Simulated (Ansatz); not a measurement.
## HfO$_{2}$: from a starting cell to a relaxed one

The start is a generated cell, HfO2 placed in the AFLOW prototype AB2_hP12_194_f_ah (C14, as in MgZn2). The structure is fully relaxed (lattice and positions, P = 0) with r2SCAN (plane waves to 500 eV, PAW, scalar-relativistic; Ansatz, an electronic-structure program). The first steps use a 7×7×4 k-mesh.

The start:
```yaml
crystal:
  lattice:
    - [4.58226, 0.00000, 0.00000]
    - [-2.29113, 3.96835, 0.00000]
    - [0.00000, 0.00000, 7.51515]
  atoms:
    - { symbol: Hf, position: [0.33333, 0.66667, 0.06286] }
    - { symbol: Hf, position: [0.66667, 0.33333, 0.56286] }
    - { symbol: Hf, position: [0.66667, 0.33333, 0.93714] }
    - { symbol: Hf, position: [0.33333, 0.66667, 0.43714] }
    - { symbol: O, position: [0.00000, 0.00000, 0.00000] }
    - { symbol: O, position: [0.00000, 0.00000, 0.50000] }
    - { symbol: O, position: [0.83049, 0.16951, 0.25000] }
    - { symbol: O, position: [0.66097, 0.83049, 0.75000] }
    - { symbol: O, position: [0.83049, 0.66097, 0.25000] }
    - { symbol: O, position: [0.16951, 0.83049, 0.75000] }
    - { symbol: O, position: [0.33903, 0.16951, 0.25000] }
    - { symbol: O, position: [0.16951, 0.33903, 0.75000] }
```

**Question.** What pressure does the first self-consistent step give?

**Answer.** -12.8 GPa (negative: the cell is under tension).

**Question.** What is the largest force in the starting geometry, and on which atom (counted from 1)?

**Answer.** 1.45 eV/Å, on O7, O8, O9, O10, O11, O12 (atoms numbered as listed).

**Question.** How much energy is released per atom?

**Answer.** 1.75 eV/atom.

**Question.** How does the volume change?

**Answer.** +54.9 %, from 11.39 to 17.64 Å³/atom.

**Question.** How do the shortest distances between atoms change?

**Answer.** The closest pairs of elements (up to four, under 3.6 Å), start → end: Hf–O 2.69 → 1.91 Å; O–O 2.25 → 2.30 Å; Hf–Hf 2.81 → 2.65 Å.

**Question.** What does it relax into? Give the structure.

**Answer.** 
```cif
data_Hf4O8
_chemical_formula_sum 'Hf4 O8'
_space_group_name_H-M_alt 'P63/mmc'
_space_group_IT_number 194
_space_group_name_Hall '-P 6c 2c'
_cell_length_a 4.67855
_cell_length_b 4.67855
_cell_length_c 11.16922
_cell_angle_alpha 90.000
_cell_angle_beta 90.000
_cell_angle_gamma 120.000
loop_
_atom_site_label
_atom_site_type_symbol
_atom_site_symmetry_multiplicity
_atom_site_Wyckoff_symbol
_atom_site_fract_x
_atom_site_fract_y
_atom_site_fract_z
_atom_site_occupancy
Hf1 Hf 4 f 0.66667 0.33333 0.13122 1
O1 O 2 a 0.00000 0.00000 0.00000 1
O2 O 6 h 0.32709 0.16355 0.25000 1
```

The space group stays P6₃/mmc (No. 194) (the run could not lower it), with 12 atoms in the primitive cell. Final values are on a 7×7×3 k-mesh of the relaxed cell. No spin polarisation in the result. The d or f electrons are treated with no Hubbard U.

The run could not lose the symmetry of its start, so the end can be a saddle point.

The relaxed structure here is a generated cell of HfO2: the first start was made by placing the elements on the sites of a structure type, and the end was not matched to a known phase here, so it may be hypothetical. Known forms of HfO2 include space group No. 14, 29, 137, 225.
